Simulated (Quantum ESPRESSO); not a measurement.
Kohn-Sham bands of Bi2Se3 (R-3m)

```yaml
crystal:
  lattice:
    - [-2.09569, 3.62983, 0.00000]
    - [-4.19137, 0.00000, 0.00000]
    - [-2.09569, 1.20994, 9.97623]
  atoms:
    - { symbol: Bi, position: [0.60156, 0.60156, 0.19532] }
    - { symbol: Bi, position: [0.39844, 0.39844, 0.80468] }
    - { symbol: Se, position: [0.00000, 0.00000, 0.00000] }
    - { symbol: Se, position: [0.78428, 0.78428, 0.64715] }
    - { symbol: Se, position: [0.21572, 0.21572, 0.35285] }
```

Cell from Materials Project (mp-541837), symmetrised, no further relaxation. COD (Crystallography Open Database) has the formula in 2 space groups, this one among them (matched by group alone). Method: PBEsol plane waves in Quantum ESPRESSO 7.5 (PseudoDojo norm-conserving files, 69 Ry, no spin polarisation, no spin-orbit coupling), Bloch states on a 6×6×6 mesh through Γ, Wannier90 4.0.1. Density: 8×8×8 mesh, Gaussian smearing 0.01 Ry. Spin-orbit coupling is left out although heavy elements are present.

**Question.** List the Kohn-Sham levels between −8 and 3.4 eV relative to the valence-band maximum at the high-symmetry points, as a band run of pw.x on that density gives them (levels within 2 meV counted together).

**Answer.** 
```csv
point,k (reciprocal lattice),levels (eV)
Γ,0.000 0.000 0.000,"-1.86, -1.78, -1.57 (×2), -1.46 (×2), -0.94 (×2), 0.00, 0.35, 1.64 (×2), 2.22, 2.79 (×2)"
T,0.000 0.000 0.500,"-2.26, -1.63 (×2), -1.33 (×2), -1.29, -1.04 (×2), -0.35, 0.65, 1.81 (×2), 2.15, 2.60 (×2)"
H_2,-0.324 -0.647 0.176,"-4.49, -3.97, -3.94, -3.59, -2.82, -2.39, -1.54, -0.82, -0.56, 1.82, 2.43, 2.84"
H_0,-0.353 -0.676 -0.176,"-4.49, -3.97, -3.94, -3.59, -2.82, -2.39, -1.54, -0.82, -0.56, 1.82, 2.43, 2.84"
L,0.000 -0.500 0.000,"-4.93, -3.21, -3.20, -2.99, -2.53, -2.50, -1.67, -1.00, -0.51, 1.04, 2.20, 3.04, 3.11"
S_0,-0.338 -0.676 -0.338,"-4.50, -3.99, -3.95, -3.58, -2.64, -2.58, -1.50, -0.88, -0.55, 1.84, 2.61, 2.68"
S_2,-0.338 -0.662 0.000,"-4.50, -3.99, -3.95, -3.58, -2.64, -2.58, -1.50, -0.88, -0.55, 1.84, 2.61, 2.68"
F,-0.500 -0.500 0.000,"-4.74, -3.75, -3.41, -3.09, -2.29, -1.74, -1.45, -1.23, -0.91, 1.47, 2.13, 2.62, 3.08"
```
